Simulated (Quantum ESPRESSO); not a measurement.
Band energies of CdO$_{2}$H$_{2}$

```xyz
10
Lattice="3.4337 0.0000 0.0000 -0.1207 5.7012 0.0000 -1.6446 -2.8261 5.0938" Properties=species:S:1:pos:R:3 pbc="T T T"
H      1.7017     4.0768     0.0656
H      1.1906     1.8209     0.0089
H      1.7875     0.0778     3.7170
H      0.0130     2.9224     1.4393
O      1.6946     5.0447     0.0409
O      0.2214     1.7629     0.0201
O      1.7625     0.6434     2.9099
O     -0.0098     3.4884     2.2449
Cd     0.0533    -0.0155     1.6019
Cd     1.7155     2.8283     3.5600
```

PBEsol (Quantum ESPRESSO, PseudoDojo norm-conserving, 102 Ry, no spin-orbit coupling); path XΓY,LΓZ,NΓM,RΓ; energies in eV from the valence-band maximum.

| k (1/Å) | point | band 30 | band 31 | band 32 | band 33 | band 34 | band 35 | band 36 | band 37 |
|---|---|---|---|---|---|---|---|---|---|
| 0.00 | X | -1.97 | -1.63 | -1.18 | -0.65 | -0.07 | 6.05 | 6.20 | 6.78 |
| 0.19 |  | -2.23 | -1.42 | -1.11 | -0.54 | -0.10 | 5.25 | 6.47 | 7.11 |
| 0.39 |  | -1.83 | -1.30 | -1.01 | -0.29 | -0.15 | 4.17 | 6.62 | 7.20 |
| 0.77 |  | -1.23 | -1.12 | -0.71 | -0.32 | -0.10 | 2.08 | 6.20 | 6.36 |
| 0.96 | Γ | -1.19 | -0.95 | -0.62 | -0.46 | -0.09 | 1.65 | 6.02 | 6.15 |
| 1.39 |  | -1.27 | -1.13 | -0.73 | -0.51 | -0.05 | 3.15 | 5.24 | 6.52 |
| 1.60 | Y | -1.57 | -1.20 | -0.69 | -0.54 | -0.04 | 4.19 | 4.35 | 6.76 |
| 1.60 | L | -1.56 | -1.19 | -1.19 | -0.50 | -0.24 | 6.20 | 6.57 | 6.80 |
| 1.95 |  | -2.04 | -1.20 | -1.11 | -0.24 | -0.21 | 4.82 | 6.48 | 7.14 |
| 2.12 |  | -1.66 | -1.17 | -1.01 | -0.20 | -0.17 | 3.81 | 6.52 | 7.10 |
| 2.48 |  | -1.27 | -1.07 | -0.66 | -0.37 | -0.11 | 2.01 | 6.12 | 6.31 |
| 2.65 | Γ | -1.19 | -0.95 | -0.62 | -0.46 | -0.09 | 1.65 | 6.02 | 6.15 |
| 2.86 |  | -1.27 | -0.88 | -0.78 | -0.43 | -0.08 | 2.13 | 5.86 | 6.22 |
| 3.29 | Z | -1.56 | -1.20 | -0.70 | -0.54 | -0.03 | 4.20 | 4.35 | 6.73 |
| 3.29 | N | -1.59 | -1.11 | -0.99 | -0.38 | -0.24 | 6.19 | 6.26 | 6.52 |
| 3.65 |  | -1.96 | -1.11 | -1.04 | -0.27 | -0.14 | 4.86 | 6.49 | 6.79 |
| 3.83 |  | -1.56 | -1.15 | -0.95 | -0.26 | -0.11 | 3.86 | 6.53 | 6.93 |
| 4.00 |  | -1.31 | -1.17 | -0.80 | -0.21 | -0.19 | 2.86 | 6.36 | 6.66 |
| 4.36 | Γ | -1.19 | -0.95 | -0.62 | -0.46 | -0.09 | 1.65 | 6.02 | 6.15 |
| 4.57 |  | -1.31 | -0.98 | -0.72 | -0.23 | -0.07 | 2.11 | 6.02 | 6.11 |
| 4.98 | M | -1.86 | -1.35 | -0.42 | -0.02 | 0.00 | 4.10 | 4.34 | 6.24 |
| 4.98 | R | -1.96 | -1.63 | -1.18 | -0.65 | -0.08 | 6.05 | 6.20 | 6.79 |
| 5.14 |  | -2.22 | -1.45 | -1.13 | -0.57 | -0.10 | 5.42 | 6.44 | 7.04 |
| 5.46 |  | -1.61 | -1.26 | -0.97 | -0.22 | -0.17 | 3.61 | 6.62 | 7.05 |
| 5.63 |  | -1.33 | -1.21 | -0.84 | -0.26 | -0.10 | 2.69 | 6.43 | 6.66 |
| 5.95 | Γ | -1.19 | -0.95 | -0.62 | -0.46 | -0.09 | 1.65 | 6.02 | 6.15 |

The PBEsol gap is indirect, 1.65 eV, from M to Γ; the smallest direct gap is 1.74 eV.

Spin-orbit splittings are left out.

Geometry of the Materials Project entry, not relaxed at this level.

The structure is a Materials Project entry; no match was found in the copy of COD used, and its stability was not checked.
